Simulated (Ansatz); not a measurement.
# Zone-centre phonons of HfC at 38.9 GPa: input and output

Method: Ansatz, DFT PBEsol, scalar-relativistic, plane waves, PAW.

Launched with:
```bash
ansatz run input.yaml --threads 1 --pin off --max-ram 1228MiB --backend cpu --events-out ev --progress --plain --runs-dir out
```

Input (bare energies are in eV):
```yaml
crystal:
  lattice:
    - [2.7429, 0.0, 0.0]
    - [0.0, 2.7429, 0.0]
    - [0.0, 0.0, 2.7429]
  atoms:
    - { symbol: Hf, position: [0.0, 0.0, 0.0] }
    - { symbol: C, position: [0.5, 0.5, 0.5] }
basis:
  ecutwfc: 420
kpoints:
  mp_grid: { grid: [16, 16, 16] }
hamiltonian:
  xc: pbesol
scf:
  occupations: { method: fermi_dirac, width: 0.15 }
output:
  eigenvalues: true
phonons:
  method: dfpt
  eigenvectors: true
```

Results section of the output:
```
--- Phonons (Γ-DFPT): 2 representative perturbations + reference, on 405 of 4096 k-points (Σ response iterations 6) ---
  k mesh reduced under 8 symmetry operations, with k and −k counted as one. Each operation leaves every solved perturbation unchanged. A smaller set is not used because it would not reduce the number of displacements ...
  ASR residual: 2.288e-4 → 0.000e0 eV/Å²; symmetrization residual: 1.576e-7 eV/Å²
  ASR residual per site (eV/Å²): 2.29e-4 2.49e-5
  Γ frequencies (cm⁻¹): 0.00 0.00 0.00 343.51 343.51 343.51
  non-analytic LO–TO correction: not included (Born effective charges unavailable; polar crystals: no LO–TO splitting at Γ)
```

It took 84 s on 1 thread of Arm Neoverse N1, on a shared host, peak memory 0.79 GiB.

The cell is the ideal cubic caesium chloride prototype; this isn't the usual structure of the compound. In a metal, frequencies and elastic constants depend on the k mesh and the smearing, soft modes and shear constants most. Spin–orbit coupling is left out, which can shift energies with elements as heavy as these.